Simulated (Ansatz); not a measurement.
Cs:
```
CELL_PARAMETERS angstrom
      0.00000     3.78466     3.78466
      3.78466     0.00000     3.78466
      3.78466     3.78466     0.00000
ATOMIC_POSITIONS crystal
  Cs 0.00000 0.00000 0.00000
```

Relaxed with PBEsol. Special points in fractions of this cell's reciprocal vectors: Γ (0.000, 0.000, 0.000); X (0.500, 0.000, 0.500); U (0.625, 0.250, 0.625); K (0.375, 0.375, 0.750); L (0.500, 0.500, 0.500); W (0.500, 0.250, 0.750).

Problem. List the band energies nearest the Fermi level at these points for PBEsol in the plane-wave PAW code Ansatz.

Solution. In eV from the Fermi level; about four levels below and three above (degenerate sets whole), none deeper than 8.9 eV; points with the same levels are listed once.

| k | below | above |
|---|---|---|
| Γ | -1.78 | 2.46 2.46 2.46 |
| X | – | 0.20 0.98 1.49 |
| U | – | 0.59 0.89 1.35 |
| L | -0.09 | 0.79 2.31 2.31 |
| W | – | 0.71 1.20 1.20 |

Space group Fm-3m (fcc (Cu type)). The workflow started from a Materials Project entry (that database holds measured and hypothetical structures alike); the Crystallography Open Database files this formula in space group No. 225, but the cells were not matched. It is not the phase usual at ambient conditions (space group No. 229). Symmetry was held in the PBEsol relaxation; its stability against distortions is not shown here. Spin–orbit coupling is left out wherever it is not named.

Potentials: the earlier of the program's two PAW sets. The files were generated under PBE; for other functionals the program regenerates the frozen cores, and for LDA and PBEsol the local potential too.
